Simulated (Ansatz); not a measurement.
MnPt₃: do energies and stresses tell the same story?

Computed with Ansatz 0.2.0, DFT r2SCAN, scalar-relativistic, plane waves, PAW.

Plane waves to 500 eV, a k mesh through Γ of 12×12×12 on the computed 4-atom cell and Gaussian smearing (0.10 eV); collinear spin from starting moments 4.46 0.21 0.21 0.21 μB.

Relaxed cell: Pm-3m, a = 3.909 Å, b = 3.909 Å, c = 3.909 Å, α = 90.00°, β = 90.00°, γ = 90.00°, 4 atoms in the primitive cell. Whether it is the stable form of this composition wasn't checked.

Energies at zero smearing and pressures from the stress tensor, at volumes with shape and atoms relaxed:
```json
{"V (Å³/atom)": "14.039", "E − E(first) (meV/atom)": "0.00", "P (GPa)": "16.46"}
{"V (Å³/atom)": "14.487", "E − E(first) (meV/atom)": "-32.77", "P (GPa)": "7.39"}
{"V (Å³/atom)": "14.935", "E − E(first) (meV/atom)": "-42.64", "P (GPa)": "-0.04"}
{"V (Å³/atom)": "15.383", "E − E(first) (meV/atom)": "-33.62", "P (GPa)": "-6.21"}
{"V (Å³/atom)": "15.832", "E − E(first) (meV/atom)": "-8.76", "P (GPa)": "-11.32"}
```

Check P = −dE/dV between neighbouring volumes, and get the bulk modulus from the pressures alone.

With 1 eV/Å³ = 160.2 GPa:
```
middle V (Å³/atom)  −ΔE/ΔV (GPa) mean P (GPa)
            14.263        11.718        11.924
            14.711         3.528         3.674
            15.159        -3.226        -3.130
            15.607        -8.886        -8.765
```

The two differ by 0.21 GPa at most. The mean of two end pressures misses the average over a step by about ΔV² P″/12, up to 0.15 GPa here; with that taken off 0.05 GPa remains. The stress is the derivative of the free energy, not of the energy at zero smearing, and with free energies 0.00 GPa remains. The largest site moment goes from 3.94 to 4.16 μB along the series, which bends P(V). Around V = 14.935 Å³/atom, the two neighbours give B = −V ΔP/ΔV = 14.935 × 13.61 / 0.896 = 226.8 GPa, against B0 = 225.8 GPa from the Birch–Murnaghan fit of the energies.

The state reached may not be the lowest one. Spin-orbit coupling is left out, which matters for the bands of heavy elements. Only parallel moments were tried here.

Only this magnetic start was tried.